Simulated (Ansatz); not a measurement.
Relaxed-ion elastic tensor of SrZrO3 in space group Imma (No. 74; Sr on 4e, Zr on 4a, O on 4e, O on 8g) in GPa (Voigt order), plane-wave PAW PBEsol (Ansatz code); density 5.50 g/cm³, 13.70 Å³ per atom.

```
 272  70.7   117   0.0   0.0   0.0
70.7   287  95.4   0.0   0.0   0.0
 117  95.4   315   0.0   0.0   0.0
 0.0   0.0   0.0  77.2   0.0   0.0
 0.0   0.0   0.0   0.0  66.6   0.0
 0.0   0.0   0.0   0.0   0.0  74.8
```

**Question.** Is the crystal mechanically stable?

**Answer.** Yes: the smallest eigenvalue of C is 66.6 GPa.

**Question.** Work out the Voigt, Reuss and Hill averages.

**Answer.** K_V = 160, K_R = 158, K_H = 159; G_V = 83.1, G_R = 80.6, G_H = 81.8 GPa.

**Question.** Give Young's modulus, Poisson's ratio, Pugh's ratio and the universal anisotropy index.

**Answer.** E = 9KG/(3K + G) = 210 GPa; ν = 0.28; K/G = 1.94 (ductile by the Pugh limit of 1.75); A_U = 5G_V/G_R + K_V/K_R − 6 = 0.16.

**Question.** Estimate the sound speeds and the Debye temperature.

**Answer.** v_l = √((K + 4G/3)/ρ) = 6980 m/s, v_t = √(G/ρ) = 3860 m/s, mean 4300 m/s; Θ = (h/k)(3n/4πV)^(1/3) v_m = 535 K.

**Question.** Solve the Christoffel equation for the three sound speeds along x, y, z.

**Answer.** Eigenvalues of C_ijkl n_j n_l equal ρv². In km/s, slowest first: x 3.48, 3.69, 7.03; y 3.69, 3.75, 7.22; z 3.48, 3.75, 7.57.

**Question.** How much does each axis shrink under pressure?

**Answer.** Linear compressibilities β_i = Σ_j S_ij (j = 1 to 3): x 2.4, y 2.4, z 1.6 per TPa.

The first step of the workflow began from a Materials Project structure, measured or hypothetical; the Crystallography Open Database copy checked does not list it. COD files the formula under space group No. 62, 63, 221. Whether it is the stable phase at ambient conditions was not checked. Symmetry was held in the PBEsol relaxation; whether a distortion lowers the energy is not shown. The run is not spin-polarised.

Potentials: the later of the program's two PAW sets.
